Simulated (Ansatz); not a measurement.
Starting cell, HfC (rock salt):

```
HfC
1.0
    0.00000     4.65154     4.65154
    2.32577     2.32577     4.65154
    2.32577     2.32577     0.00000
C Hf
2 2
Direct
  0.00000   0.00000   0.00000
  0.50000   0.00000   0.00000
  0.00000   0.50000   0.50000
  0.50000   0.50000   0.50000
```

A phonon eigenvector at X = (0.5, 0.5, 0.0) is frozen into this cell: atom i moves by Q times the vector below, so Q is the largest atomic displacement, in Å. The cell is held. (q is in reciprocal vectors of the primitive cell; the cell shown is doubled to hold the pattern.)

```csv
atom,x,y,z
C1,0.000,0.000,1.000
C2,0.000,0.000,-1.000
Hf3,0.000,0.000,0.001
Hf4,0.000,0.000,-0.001
```

These are PBE (plane waves to 420 eV, PAW, scalar-relativistic; Ansatz, a first-principles code) values and carry that method's errors. k mesh 17×17×17 (Γ-centred), Fermi-Dirac smearing 0.05 eV. The energy includes the smearing's −TS. With partly filled bands, energies and forces of such displacements shift with the k mesh and the smearing. HfC is run without spin polarisation. HfC was relaxed with its symmetry unable to fall. Spin-orbit coupling is left out, though Hf is heavy. ΔE is measured from the undisplaced structure. The last digit holds for this mesh only.

| Q (Å) | ΔE (meV/cell) |
|---|---|
| -0.1000 | withheld |
| -0.0833 | 100.5 |
| -0.0667 | 64.2 |
| -0.0500 | 36.0 |
| -0.0333 | 16.0 |
| -0.0167 | 4.0 |
| 0.0000 | 0.0 |
| 0.0167 | 4.0 |
| 0.0333 | 16.0 |
| 0.0500 | 36.0 |
| 0.0667 | 64.2 |
| 0.0833 | 100.5 |
| 0.1000 | withheld |

### Question
Fit an even polynomial form (powers 2, 4) to the given rows and predict ΔE at Q = 0.1000.

### Answer
Least squares on the 11 given rows: ΔE = (14360)·Q² + (18090)·Q⁴, in meV/cell with Q in Å; root-mean-square residual 0.03 meV/cell. At 0.1000 the fit gives 145.4 meV/cell; the calculation gives 145.1 meV/cell, so the extrapolation is off by 0.3 (+0.2 %). The quadratic term alone would give 143.6 meV/cell.

(For displaced atoms, the force is minus the slope of the energy, and its curvature is a force constant, which sets phonon frequencies.)
